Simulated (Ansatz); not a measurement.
Relaxed Be (hcp, Mg type):

```
CELL_PARAMETERS angstrom
      2.26371     0.00000     0.00000
     -1.13186     1.96043     0.00000
      0.00000     0.00000     3.56389
ATOMIC_POSITIONS crystal
  Be 0.33333 0.66667 0.75000
  Be 0.66667 0.33333 0.25000
```

A phonon eigenvector at Γ is frozen into this cell: atom i moves by Q times the vector below, so Q is the largest atomic displacement, in Å. The cell is held.

```json
[
 {"atom": "Be1", "x": "0.000", "y": "0.000", "z": "-1.000"},
 {"atom": "Be2", "x": "0.000", "y": "0.000", "z": "1.000"}
]
```

Method: r2SCAN (plane waves to 500 eV, PAW, scalar-relativistic; Ansatz, a program for electronic structure). k mesh 23×23×13 (Γ-centred), Fermi-Dirac smearing 0.05 eV. Energies are smeared free energies. With partly filled bands, energies and forces of such displacements shift with the k mesh and the smearing. Be was relaxed with its symmetry unable to fall. The zero of ΔE is the undisplaced structure. The last digit holds for this mesh only.

```tsv
Q (Å)	ΔE (meV/cell)
-0.1000	171.4
-0.0833	118.3
-0.0667	75.4
-0.0500	withheld
-0.0333	18.8
-0.0167	4.7
0.0000	0.0
0.0167	4.7
0.0333	18.8
0.0500	withheld
0.0667	75.4
0.0833	118.3
0.1000	171.4
```

Question: Fit an even polynomial form (powers 2, 4) to the given rows and predict ΔE at Q = 0.0500.

Answer: Least squares on the 11 given rows: ΔE = (16820)·Q² + (31650)·Q⁴, in meV/cell with Q in Å; root-mean-square residual 0.06 meV/cell. At 0.0500 the fit gives 42.2 meV/cell; the calculation gives 42.3 meV/cell, so the interpolation is off by -0.1 (-0.2 %). The quadratic term alone would give 42.1 meV/cell.

(A displaced cell: forces are minus the slopes of the energy, force constants its curvatures, and phonons follow from these.)
